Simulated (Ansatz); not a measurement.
Ansatz (a program for electronic structure) input:

Ansatz 0.2 input:
```yaml
crystal:
  lattice:
    - [0.0, 3.2706213885, 3.2706213885]
    - [3.2706213885, 0.0, 3.2706213885]
    - [3.2706213885, 3.2706213885, 0.0]
  atoms:
    - { symbol: Sn, position: [0.5, 0.5, 0.5] }
    - { symbol: Sn, position: [0.75, 0.75, 0.75] }
kpoints:
  mp_grid: { grid: [8, 8, 8] }
  band_path:
    path:
      - [[0.0, 0.0, 0.0], [0.5, 0.0, 0.5], [0.625, 0.25, 0.625]]  # Γ-X-U
      - [[0.375, 0.375, 0.75], [0.0, 0.0, 0.0], [0.5, 0.5, 0.5], [0.5, 0.25, 0.75], [0.5, 0.0, 0.5]]  # K-Γ-L-W-X
    npoints: 12
basis: { xc_grid: 2 }
hamiltonian:
  xc: pbesol
  pseudopotentials: { azcp: { folder: ./paw }, kind: paw_fr }
magnetization: { noncollinear: true, spin_orbit: true }
scf:
  n_extra_bands: 12
  convergence: { dr2_threshold: 0.0000000001 }
  occupations: { method: gaussian, width: 0.05 }
output: { eigenvalues: true }
```

Output (shortened):

```
Pseudopotential: Sn, paw, valence charge 14
Functional definition: PBEsol
non-collinear run that drives no moment, with spin-orbit …
Crystal: 2 atoms, lattice volume = 69.971 Å³
Basis set: ecut = 420 eV, 1363 PW (Γ), exchange–correlation on 64×64×64 points (8 copies of the dense FFT grid, shifted against one another)
Bands: 40, of which v1, the nominal top of the filled ones, is band 28 counted from 1 (27 counted from 0)
Symmetry: 48 space group operations + 48 with time reversal
k-points: 29 of 512
Projection manifold: j_resolved (fully-relativistic pseudo-atomic orbitals)
SCF iter   1: F=—  HF=-11903.909242 eV  |F-HF|=—  |Δ(HF+E_count)|=         —  Δρ=2.08e-2  dr2=3.17e-1  dr2_m=0.00e0 (ungated)  ethr=3.10e-3  |M|=0.00e0 ∫|m|=0.00e0 μB  |m|>n=0.0e0 m-floor=0.0e0 τ_xc=0.0e0  β_m=0.30  ⟨swp⟩=8.2  Hψ=3282  notcnv=0  defer=18
preconditioner: auto → Kerker (q_TF=auto, 2.342 Å⁻¹)
spin=Noncollinear: Kerker preconditioning applied to the charge; magnetization (m_x, m_y, m_z) channels mix plain (no charge-response kernel on spin).
SCF iter   2: F=—  HF=-11903.885637 eV  |F-HF|=—  |Δ(HF+E_count)|=   2.36e-2  Δρ=1.66e-2  dr2=2.19e-1  dr2_m=0.00e0 (ungated)  ethr=1.13e-3  |M|=0.00e0 ∫|m|=0.00e0 μB  |m|>n=0.0e0 m-floor=0.0e0 τ_xc=0.0e0  β_m=0.55  ⟨swp⟩=1.1  Hψ=698  notcnv=0  defer=60
preconditioner: auto → none
SCF iter   3: F=—  HF=-11903.842559 eV  |F-HF|=—  |Δ(HF+E_count)|=   4.31e-2  Δρ=2.70e-3  dr2=5.39e-3  dr2_m=0.00e0 (ungated)  ethr=7.83e-4  |M|=0.00e0 ∫|m|=0.00e0 μB  |m|>n=0.0e0 m-floor=0.0e0 τ_xc=0.0e0  β_m=0.61  ⟨swp⟩=2.5  Hψ=664  notcnv=0  defer=82
SCF iter   4: F=—  HF=-11903.843540 eV  |F-HF|=—  |Δ(HF+E_count)|=   9.81e-4  Δρ=8.29e-4  dr2=3.32e-4  dr2_m=0.00e0 (ungated)  ethr=1.93e-5  |M|=0.00e0 ∫|m|=0.00e0 μB  |m|>n=0.0e0 m-floor=0.0e0 τ_xc=0.0e0  β_m=0.80  ⟨swp⟩=2.1  Hψ=883  notcnv=0  defer=162
SCF iter   5: F=—  HF=-11903.843922 eV  |F-HF|=—  |Δ(HF+E_count)|=   3.82e-4  Δρ=2.96e-4  dr2=7.16e-5  dr2_m=0.00e0 (ungated)  ethr=1.19e-6  |M|=0.00e0 ∫|m|=0.00e0 μB  |m|>n=0.0e0 m-floor=0.0e0 τ_xc=0.0e0  β_m=0.72  ⟨swp⟩=2.0  Hψ=904  notcnv=0  defer=162
SCF iter   6: F=—  HF=-11903.843907 eV  |F-HF|=—  |Δ(HF+E_count)|=   1.47e-5  Δρ=8.27e-5  dr2=5.54e-6  dr2_m=0.00e0 (ungated)  ethr=2.56e-7  |M|=0.00e0 ∫|m|=0.00e0 μB  |m|>n=0.0e0 m-floor=0.0e0 τ_xc=0.0e0  β_m=0.86  ⟨swp⟩=2.4  Hψ=915  notcnv=0  defer=162
SCF iter   7: F=—  HF=-11903.843904 eV  |F-HF|=—  |Δ(HF+E_count)|=   2.44e-6  Δρ=4.01e-6  dr2=1.32e-8  dr2_m=0.00e0 (ungated)  ethr=1.98e-8  |M|=0.00e0 ∫|m|=0.00e0 μB  |m|>n=0.0e0 m-floor=0.0e0 τ_xc=0.0e0  β_m=0.84  ⟨swp⟩=3.0  Hψ=908  notcnv=0  defer=162
SCF iter   8: F=—  HF=-11903.843905 eV  |F-HF|=—  |Δ(HF+E_count)|=   5.66e-7  Δρ=6.77e-7  dr2=1.87e-10  dr2_m=0.00e0 (ungated)  ethr=4.73e-11  |M|=0.00e0 ∫|m|=0.00e0 μB  |m|>n=0.0e0 m-floor=0.0e0 τ_xc=0.0e0  β_m=0.92  ⟨swp⟩=2.1  Hψ=926  notcnv=0  defer=162
SCF iter   9: F=-11903.843905 eV  HF=-11903.843905 eV  |F-HF|=1.82e-12  |Δ(HF+E_count)|=  4.73e-11  Δρ=3.43e-8  dr2=7.76e-13  dr2_m=0.00e0 (ungated)  ethr=1.00e-12  |M|=0.00e0 ∫|m|=0.00e0 μB  |m|>n=0.0e0 m-floor=0.0e0 τ_xc=0.0e0  ⟨swp⟩=9.6  Hψ=2264  notcnv=0
SCF 1 converged in 9 iterations: F = -11903.843905 eV  dr2 = 7.76e-13
NSCF: frozen V_eff on 74 k-points
SCF converged after 9 iterations
Magnetization: |M| = 0.0000 μB,  M = (+0.0000, +0.0000, +0.0000) μB
Absolute magnetization: 0.0000 μB (∫|m|)
  site 0: m = (+0.0000, +0.0000, +0.0000) μB, |m| = 0.0000 μB  (R = 1.17 Å)
  site 1: m = (+0.0000, +0.0000, +0.0000) μB, |m| = 0.0000 μB  (R = 1.17 Å)
Free energy (F): -11903.843905 eV
Harris-Foulkes:  -11903.843905 eV  (|F-HF|=1.82e-12)
Internal energy: -11903.843207 eV  (E = F + TS)
E sigma→0 (E₀):  -11903.843556 eV
Entropy (-TS):   -0.000698 eV (-0.349 meV/atom)
Fermi energy:    7.411161 eV
--- Per-component energies (eV) ---
  E_band       = -256.555302
  E_kinetic    = 336.858299
  E_local      = -2651.802110  (includes V_loc(G=0)·N_el)
  E_nonlocal   = 294.738780
  E_hartree    = 1286.637218
  E_xc         = -248.966445
  E_vxc        = -160.303298  (∫ρ·V_xc dr)
  E_paw        = -8597.659598  (= ΣΔE_a)
  E_vpaw       = -649.321989  (= ΣTr[D̂ρ^β])
  E_aug_tail   = 0.000578  (compensation charges beyond the density's cutoff)
  E_ewald      = -2324.225688
  E_core_change = 0.575759  (= ΣΔE_core)
  E_smearing   = -0.000698  (= −TS)
  E_closure    = 0.000000  (closes the sum)
  Σ components = -11903.843905   (vs F -11903.843905, Δ=0.00e0)
  [band-id]    e_kinetic+e_local+e_nonlocal+2·e_hartree+e_vxc+e_vpaw+e_augmentation_tail = -256.555304   (vs E_band -256.555302, Δ=-2.29e-6)
--- Band table (eV; the first three rows and the last of 29) ---
  k-point 0: bands = ["-14.6378", "-14.6378", "-14.6378", "-14.6378", "-14.5448", "-14.5448", "-14.5448", "-14.5448", "-13.7254", "-13.7254", "-13.5245", "-13.5245", "-13.5245", "-13.5245", "-13.4758", "-13.4758", "-13.4758", "-13.4758", "-13.3630", …
  k-point 1: bands = ["-14.6395", "-14.6395", "-14.6342", "-14.6342", "-14.5484", "-14.5484", "-14.5424", "-14.5424", "-13.7169", "-13.7169", "-13.5425", "-13.5425", "-13.5351", "-13.5351", "-13.4643", "-13.4643", "-13.4615", "-13.4615", "-13.3672", …
  k-point 2: bands = ["-14.6431", "-14.6431", "-14.6244", "-14.6244", "-14.5581", "-14.5581", "-14.5371", "-14.5371", "-13.6945", "-13.6945", "-13.5735", "-13.5735", "-13.5520", "-13.5520", "-13.4452", "-13.4452", "-13.4403", "-13.4403", "-13.3783", …
  k-point 28: bands = ["-14.6441", "-14.6441", "-14.6123", "-14.6123", "-14.5741", "-14.5741", "-14.5269", "-14.5269", "-13.6496", "-13.6496", "-13.5971", "-13.5971", "-13.5405", "-13.5405", "-13.5233", "-13.5233", "-13.4099", "-13.4099", "-13.3556", …
```

Cost: about 40 core-seconds (a rough figure) on shared cores.

Space group Fd-3m (diamond). This is a known low-temperature phase of the composition, computed here at zero pressure and temperature. The cell was relaxed with PBEsol under the symmetry of its start; of distortions, only those at the zone centre were tested.

Potentials: the earlier of the program's two PAW sets.

Ansatz is a plane-wave DFT program.
